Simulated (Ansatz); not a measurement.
CaGe$_{2}$Rh$_{2}$ in space group I4/mmm (No. 139; Ca on 2a, Ge on 4e, Rh on 4d), DFT-PBE in the program Ansatz with PAW potentials, all energies at zero smearing, with the estimated change up to a 700 eV cutoff added, with one set of potentials and settings (totals compare only within such a set). Cell of 5 atoms (1 Ca, 2 Ge, 2 Rh): -23216.600 eV.

```csv
element,reference phase,E (eV/atom)
Ca,"Fm-3m, 1 atoms in the cell",-1816.8597
Ge,"Fd-3m, 2 atoms in the cell",-4294.9847
Rh,"Fm-3m, 1 atoms in the cell",-6402.8911
```

Formation energy per atom, worked out: (-23216.600 − 1×(-1816.8597) − 2×(-4294.9847) − 2×(-6402.8911))/5 = -0.798 eV/atom (-77 kJ per mol of atoms), at 0 K, without zero-point energy or fitted corrections.

The first step of the workflow began from a Materials Project structure, measured or hypothetical; the Crystallography Open Database copy checked does not list it. Its standing as an ambient phase is unchecked. Symmetry was held in the PBE relaxation; whether a distortion lowers the energy is not shown. No spin polarisation was allowed. The references are the lowest solids computed at this level, not always the standard phases.

Potentials: the later of the program's two PAW sets.
